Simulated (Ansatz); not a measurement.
# Ni: converged, but where?

Ni is taken as an experimental structure (space group Fm-3m, primitive cell doubled), 2 atoms in the cell. Source: COD entry 9012965, which need not be the ambient phase.

Method: DFT, PBE, PAW, plane waves, scalar-relativistic in Ansatz.

```yaml
crystal:
  lattice:
    - [0.0, 1.7585, 1.7585]
    - [3.517, 0.0, 3.517]
    - [1.7585, 1.7585, 0.0]
  atoms:
    - { symbol: Ni, position: [0.0, 0.0, 0.0], spin: 2.0 }
    - { symbol: Ni, position: [0.0, 0.5, 0.0], spin: -2.0 }
magnetization:
  spin_polarized: true
hamiltonian:
  xc: pbe
  pseudopotentials: { kind: paw }
basis:
  ecutwfc: 420
kpoints:
  mp_grid: { grid: [14, 7, 14] }
scf:
  occupations: { method: fermi_dirac, width: 0.1 }
  lower_state_search: "off"
output:
  forces: true
  stress: true
  write_density: true
  write_potential: true
  elf: true
  volumetric_format: npy
```

Command:
```sh
ansatz run input.yaml --threads 2 --pin off --max-ram 5120MiB --backend cpu --events-out ev --progress --plain --runs-dir out
```

Time: 4.7 s on 2 threads of Arm Neoverse V2, with other jobs on the host, peak memory 0.37 GiB.

The end of the output:

```
SCF converged after 15 iterations
Magnetization: 0.0000 μB (18.0000 up, 18.0000 down)
Absolute magnetization: 0.0000 μB (∫|ρ↑−ρ↓|, with the PAW one-centre terms)
Spin contamination: 0.0000 ħ² per cell (⟨S²⟩ above its minimum at these occupations)
Per-site moments (μB) at R_I (Å): [(3.9786e-6, 1.0258), (-3.9786e-6, 1.0258)]
Free energy (F): -11679.427965 eV
Harris-Foulkes:  -11679.427965 eV  (|F-HF|=7.28e-12)
Internal energy: -11679.250806 eV  (E = F + TS)
E sigma→0 (E₀):  -11679.339385 eV
Entropy (-TS):   -0.177159 eV (-88.579 meV/atom)
Fermi energy:    18.014599 eV
--- Forces (eV/Å), atoms counted from 1 ---
  atom   1  Ni    -0.00000000     0.00000000    -0.00000000
  atom   2  Ni     0.00000000    -0.00000000     0.00000000
--- Stress (GPa, compression-positive) ---
       -0.380647       0.000003      -0.000003
        0.000003      -0.380647       0.000003
       -0.000003       0.000003      -0.380647
  P = ⅓ Tr σ = -0.3806 GPa (-3.806 kbar)
```

A small moment in a metal is sensitive to the mesh and the smearing.

Site moments are taken inside atomic spheres and don't add up to the total.

**Question.** The run converged. Is this the lowest state of the cell, and if not, what lies lower and how is it reached?

**Answer.** No. A state 33.1 meV/atom (0.066 eV per cell) lower exists in this cell: ferromagnetic, site moments Ni1 0.65, Ni2 0.65 μB, total 1.22 μB per cell, no gap on the k-mesh. It was reached from: parallel moments, default search for lower states [Ni1 2.00, Ni2 2.00 μB]; parallel moments, Broyden mixing, no switch to direct minimisation [Ni1 2.00, Ni2 2.00 μB]. The wrong state matters: the pressure is 0.6 GPa there against -0.4 GPa here. This multiple of the primitive cell fits some opposed orders; other multiples fit others. “Lowest” means lowest among the runs made in this cell.
